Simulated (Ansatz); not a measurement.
Input and command of a calculation in Ansatz (plane waves; scalar-relativistic PAW potentials unless the input names others):

```yaml
crystal:
  lattice:
    - [1.774191195, 1.024329764, 2.9012823362]
    - [-1.774191195, 1.024329764, 2.9012823362]
    - [0.0, -2.048659528, 2.9012823362]
  atoms:
    - { symbol: In, position: [0.0, 0.0, 0.0] }
    - { symbol: B, position: [0.5, 0.5, 0.5] }
basis:
  ecutwfc: "30 meV"
kpoints:
  mp_grid: { grid: [18, 18, 18] }
hamiltonian:
  xc: pbe
scf:
  occupations: { method: gaussian, width: 0.1 }
  max_iter: 50
output:
  forces: true
  eigenvalues: true
  stress: true
```

```bash
ansatz run input.yaml --threads 1 --pin off --max-ram 2560MiB --backend cpu --events-out ev --progress --plain --runs-dir out
```

Problem. What will the program do with this input?

Solution. The program refuses it, because of a cutoff in the wrong unit (basis.ecutwfc: 420 → "30 meV"). With the sound run's settings it is accepted.

Abridged log:
```
Error: inconsistent input (basis.ecutwfc, kpoints): the smallest per-k basis holds n_pw = 0 plane waves (k-point 1, counted from 0 among those solved) but the deck needs at least 9 band(s) per channel, and no run solves more bands than the smallest per-k basis has plane waves; raise basis.ecutwfc until the smallest per-k basis, which caps the automatic band count, holds at least 9 plane waves
```